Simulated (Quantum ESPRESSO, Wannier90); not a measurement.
Wannierisation of RbAlF4 (P4/mmm)

```
RbAlF4
1.0
    3.64662     0.00000     0.00000
    0.00000     3.64662     0.00000
    0.00000     0.00000     6.27332
Rb Al F
1 1 4
Direct
  0.00000   0.00000   0.00000
  0.50000   0.50000   0.50000
  0.50000   0.50000   0.78163
  0.50000   0.50000   0.21837
  0.50000   0.00000   0.50000
  0.00000   0.50000   0.50000
```

Materials Project entry mp-5479; symmetrised, unrelaxed at this level. COD (Crystallography Open Database) has the formula in 4 space groups, this one among them (matched by group alone). Computed values, not measurements, from PBEsol: Quantum ESPRESSO (norm-conserving PseudoDojo potentials, cutoff 68 Ry, no spin polarisation, no spin-orbit coupling) on a Γ-centred 8×8×4 mesh, then Wannier90. Density: 8×8×6 mesh, cold smearing 0.01 Ry.

Functional, cutoff and mesh named above are those of the base row (8×8×4); the first column says what each row takes instead. Model: 19 functions from bands 2-20, start SCDM (isolated) (the valence bands). Energies are relative to the valence-band maximum; the misfit is to pw.x on a path, for all bands of the set. Only the mesh of Bloch states changes. Ω_total can sit in another minimum from row to row; Ω_I of an isolated set cannot. A star marks runs that hit the step limit.

| mesh | Ω_I (Å²) | Ω_total (Å²) | rms misfit (meV) | k-points (cost) | rough cost of nscf and overlaps (first row = 1) |
|---|---|---|---|---|---|
| 3×3×2 | 8.35 | 9.67 | 5.8 | 18 | 1.0 |
| 4×4×2 | [?] | 9.81 | 0.6 | 32 | 1.7 |
| 5×5×3 | 8.61 | 9.95* | 0.3 | 75 | 3 |
| 7×7×3 | 8.67 | 10.01* | 0.3 | 147 | 9 |
| 8×8×4 | 8.71 | 10.05* | 0.1 | 256 | 10 |
| 10×10×5 | 8.73 | 10.08* | 0.2 | 500 | 23 |

Complete the blanks.


- 4×4×2, Ω_I (Å²): 8.48
